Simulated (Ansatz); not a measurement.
Space group R3m:H (No. 160). a = 3.103 Å, b = 3.103 Å, c = 30.494 Å, α = 90.00°, β = 90.00°, γ = 120.00°
```csv
atom,site,symmetry,x,y,z
Ta,3a,3m,0.3333,0.6667,0.2933
Ta,3a,3m,0.3333,0.6667,0.0422
Ta,3a,3m,0.6667,0.3333,0.1237
Ta,3a,3m,0.0000,0.0000,0.2056
C,3a,3m,0.3333,0.6667,0.1641
C,3a,3m,0.0000,0.0000,0.0040
C,3a,3m,0.6667,0.3333,0.2488
```

Equation of state of this Ta$_{4}$C$_{3}$ structure (not necessarily the ground state), with shape and atoms relaxed at each volume where symmetry leaves them free. It has no gap at any of these volumes. Computed with DFT PBEsol, scalar-relativistic, plane waves, PAW (Ansatz 0.2.0).

Plane waves to 420 eV, a k mesh through Γ of 12×12×12 on the computed 7-atom cell and Gaussian smearing (0.10 eV); no spin polarisation.

```json
{"V (Å³/atom)": "10.657", "E − E(largest V) (meV/atom)": "108.57", "P (GPa)": "50.16"}
{"V (Å³/atom)": "11.020", "E − E(largest V) (meV/atom)": "12.87", "P (GPa)": "34.56"}
{"V (Å³/atom)": "11.384", "E − E(largest V) (meV/atom)": "-50.03", "P (GPa)": "21.18"}
{"V (Å³/atom)": "11.747", "E − E(largest V) (meV/atom)": "-84.80", "P (GPa)": "9.74"}
{"V (Å³/atom)": "12.110", "E − E(largest V) (meV/atom)": "-95.55", "P (GPa)": "-0.04"}
{"V (Å³/atom)": "12.474", "E − E(largest V) (meV/atom)": "-85.80", "P (GPa)": "-8.35"}
{"V (Å³/atom)": "12.837", "E − E(largest V) (meV/atom)": "-58.65", "P (GPa)": "-15.41"}
{"V (Å³/atom)": "13.321", "E − E(largest V) (meV/atom)": "0.00", "P (GPa)": "-23.09"}
```

Task: Fit a third-order Birch–Murnaghan equation to E(V).

Result: V0 = 12.11 Å³/atom, B0 = 299 GPa, B0' = 4.3.

Spin-orbit coupling is left out, which matters for the bands of heavy elements.